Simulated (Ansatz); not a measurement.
The cell below belongs to a search over invented structures; it isn't taken from experiment.

Input and command of a plane-wave DFT calculation in Ansatz:

```yaml
crystal:
  lattice:
    - [2.6070301736, 0.0, 0.0]
    - [0.0, 2.6070301736, 0.0]
    - [0.0, 0.0, 22.3171078784]
  atoms:
    - { symbol: Cu, position: [0.5, 0.0, 0.698282966] }
    - { symbol: Cu, position: [0.0, 0.5, 0.6190452777] }
    - { symbol: Cu, position: [0.5, 0.0, 0.5396728259] }
    - { symbol: Cu, position: [0.5, 0.0, 0.8575581253] }
    - { symbol: Cu, position: [0.0, 0.5, 0.7775516178] }
    - { symbol: Cu, position: [0.0, 0.5, 0.1424418747] }
    - { symbol: Cu, position: [0.5, 0.0, 0.2224483822] }
    - { symbol: Cu, position: [0.0, 0.5, 0.301717034] }
    - { symbol: Cu, position: [0.5, 0.0, 0.3809547223] }
    - { symbol: Cu, position: [0.0, 0.5, 0.4603271741] }
    - { symbol: Mo, position: [0.0, 0.5, 0.9478220479] }
    - { symbol: Mo, position: [0.5, 0.0, 0.0521779521] }
basis:
  ecutwfc: 500
kpoints:
  mp_grid: { grid: [12, 12, 2] }
  band_path:
    path:
      - [[0.0, 0.0, 0.0], [0.0, 0.5, 0.0], [0.5, 0.5, 0.0], [0.0, 0.0, 0.0], [0.0, 0.0, 0.5], [0.0, 0.5, 0.5], [0.5, 0.5, 0.5], [0.0, 0.0, 0.5]]
      - [[0.0, 0.5, 0.0], [0.0, 0.5, 0.5]]
      - [[0.5, 0.5, 0.0], [0.5, 0.5, 0.5]]
    npoints: 10
hamiltonian:
  xc: r2scan
scf:
  occupations: { method: gaussian, width: 0.1 }
  n_extra_bands: 30
output:
  forces: true
  stress: true
  eigenvalues: true
  populations: true
  dos: { projected: true, de: 0.02, nscf_kmesh: { grid: [15, 15, 3] } }
  bader: false
  write_density: true
  write_potential: true
  elf: true
  volumetric_format: npy
```

```bash
ansatz run input.yaml --threads 1 --pin off --max-ram 2560MiB --backend cpu --events-out ev --progress --plain --runs-dir out
```

Processor: Intel(R) Xeon(R) Platinum 8488C (Sapphire Rapids), 1 thread, on a host shared with other jobs.

**Question.** How long does it run, and how much memory does it take?

**Answer.** About 5.1 min, peak memory 1.9 GiB. It solves 139 bands at 56 k points (after reduction by symmetry) with about 3853 plane waves, in 17 SCF iterations.
